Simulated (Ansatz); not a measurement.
A relaxed 1×1 slab of 5 planes, cut along (100) from a fcc crystal of one element, has a cell area of 8.60 Å² and a bulk spacing of 2.074 Å between its first planes. All-electron LAPW in Ansatz 0.2.0 (PBE, scalar-relativistic, no spin polarisation) gives γ = 0.81 J/m², Φ = 4.25 eV and a change of the outer spacing of -2.2 %. The fcc structure needn't be the element's own.

Task: Which element is it?

Result: Ag. This is the case that was computed; others weren't tested.
